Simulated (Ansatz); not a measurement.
ZnO (wurtzite)

```
CELL_PARAMETERS angstrom
      3.23518     0.00000     0.00000
     -1.61759     2.80175     0.00000
      0.00000     0.00000     5.21141
ATOMIC_POSITIONS crystal
  Zn 0.66667 0.33333 0.00241
  Zn 0.33333 0.66667 0.50241
  O  0.66667 0.33333 0.62279
  O  0.33333 0.66667 0.12279
```

In this cell atom 3 (O, nearest neighbour Zn at 1.970 Å; its periodic images, 3.2 Å or more away, move with it) is moved by s along Cartesian [111], unit vector (0.577, 0.577, 0.577); all other atoms and the cell stay fixed.

The numbers are results of r2SCAN (plane waves to 500 eV, PAW, scalar-relativistic; Ansatz, a quantum-chemistry and plane-wave program), not measurements. k mesh 9×9×5 (Γ-centred), Fermi-Dirac smearing 0.05 eV. F∥ is the force on the atom along that direction. ZnO was relaxed with its symmetry unable to fall. 

| s (Å) | F∥ (eV/Å) |
|---|---|
| -0.390 | 3.798 |
| -0.312 | 3.030 |
| -0.234 | 2.268 |
| -0.156 | 1.509 |
| -0.078 | 0.752 |
| 0.000 | 0.000 |
| 0.078 | -0.742 |
| 0.156 | -1.463 |
| 0.234 | -2.149 |
| 0.312 | -2.781 |
| 0.390 | -3.337 |

Problem. What is the force constant k = d²E/ds² of this move at s = 0?

Solution. 9.60 eV/Å². The forces along the line at the two nearest points give (0.752 − (-0.742)) / (2·0.078) = 9.58 eV/Å²; the next pair corrects for the finite step.

(For displaced atoms, the force is minus the slope of the energy, and its curvature is a force constant, which sets phonon frequencies.)
